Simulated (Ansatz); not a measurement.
BiAu2:
```
BiAu2
1.0
    0.00000     3.93881     3.93881
    3.93881     0.00000     3.93881
    3.93881     3.93881     0.00000
Bi Au
2 4
Direct
  0.00000   0.00000   0.00000
  0.25000   0.25000   0.25000
  0.62500   0.62500   0.12500
  0.62500   0.12500   0.62500
  0.62500   0.62500   0.62500
  0.12500   0.62500   0.62500
```

Relaxed with LDA. Special points in fractions of this cell's reciprocal vectors: Γ (0.000, 0.000, 0.000); X (0.500, 0.000, 0.500); U (0.625, 0.250, 0.625); K (0.375, 0.375, 0.750); L (0.500, 0.500, 0.500); W (0.500, 0.250, 0.750).

List the band energies nearest the Fermi level at these points for LDA (plane waves, PAW; program Ansatz).

In eV from the Fermi level; about four levels below and three above (degenerate sets whole), none deeper than 8.9 eV; points with the same levels are listed once.

| k | below | above |
|---|---|---|
| Γ | -2.09 -2.09 -2.09 -1.56 -1.56 -1.56 | 0.09 0.09 0.09 |
| X | -3.15 -3.15 -1.41 -1.41 | 1.33 1.33 3.13 3.13 |
| U | -3.10 -2.81 -1.42 -1.18 | 0.07 0.49 2.28 |
| L | -2.74 -1.95 -1.95 -1.56 | 0.35 0.72 0.72 |
| W | -1.20 -1.20 -0.39 -0.39 | 3.04 3.04 3.38 3.38 |

Space group Fd-3m (cubic Laves (MgCu2 type)). The workflow started from a Materials Project entry (that database holds measured and hypothetical structures alike); the Crystallography Open Database files this formula in space group No. 227, but the cells were not matched. Its standing as an ambient phase is unchecked. The LDA relaxation kept the symmetry of its start; of distortions, only those at the zone centre were tested. Spin–orbit coupling is left out wherever it is not named.

Potentials: the later of the program's two PAW sets.
